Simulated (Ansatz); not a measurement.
SnGe:
Space group Fm-3m (No. 225); a = b = c = 5.724 Å, α = β = γ = 90.00°

| atom | site | symmetry | x | y | z |
|---|---|---|---|---|---|
| Sn | 4a | m-3m | 0.0000 | 0.0000 | 0.0000 |
| Ge | 4b | m-3m | 0.5000 | 0.5000 | 0.5000 |
(The calculation used a cell of 2 atoms; values per cell refer to that cell.)

Relaxed with PBE+D3(BJ).

Problem. Decompose the optical modes at the zone centre into irreducible representations, and say which are infrared and Raman allowed.

Solution. Point group m-3m: Γ_opt = T1u. Infrared: T1u. Raman: none.

Problem. Assign frequencies (DFPT, the program Ansatz at the PBE+D3(BJ) level (PAW)).

Solution. T1u 137 cm⁻¹.

The cell is a constructed one: a structure type filled with these elements; neither database checked (COD, Materials Project) lists it. Whether it is the stable phase at ambient conditions was not checked. Symmetry was held in the PBE+D3(BJ) relaxation; of distortions, only those at the zone centre were tested. As this level gives no gap, phonon frequencies hold no LO–TO term and depend on the k-mesh and smearing (Fermi–Dirac, 0.1 eV here). Spin–orbit coupling is left out wherever it is not named.

Potentials: the later of the program's two PAW sets.
